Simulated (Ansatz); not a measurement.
Relaxed InP (zinc blende):

```
InP
1.0
    0.00000     2.97977     2.97977
    2.97977     0.00000     2.97977
    2.97977     2.97977     0.00000
P In
1 1
Cartesian
  4.46965   4.46965   4.46965
  0.00000   0.00000   0.00000
```

In this cell atom 1 (P, nearest neighbour In at 2.581 Å; its periodic images, 4.2 Å or more away, move with it) is moved by s along Cartesian z, unit vector (0.000, 0.000, 1.000); all other atoms and the cell stay fixed.

Calculation: PBE (plane waves to 420 eV, PAW, scalar-relativistic; Ansatz, a program for electronic structure). k mesh 8×8×8 (Γ-centred), Fermi-Dirac smearing 0.05 eV. Energies are smeared free energies. InP was relaxed with its symmetry unable to fall. The zero of ΔE is the undisplaced structure.

```
s (Å)   ΔE (meV/cell)
------  -------------
-0.260          238.5
-0.208          154.1
-0.156           87.3
-0.104           39.0
-0.052            9.8
0.000             0.0
0.052             9.8
0.104            39.0
0.156            87.3
0.208           154.1
0.260           238.5
```

What force constant k = d²E/ds² at s = 0 does the table give?

7.2 eV/Å². It is the second difference of the nearest points, corrected with the next pair.

With k = 7.24 eV/Å² from the forces, is the well harmonic out to s = 0.260 Å?

½ks² = 244.7 meV/cell against the computed 238.5 meV/cell, so the well is close to harmonic there.

(A displaced cell: forces are minus the slopes of the energy, force constants its curvatures, and phonons follow from these.)
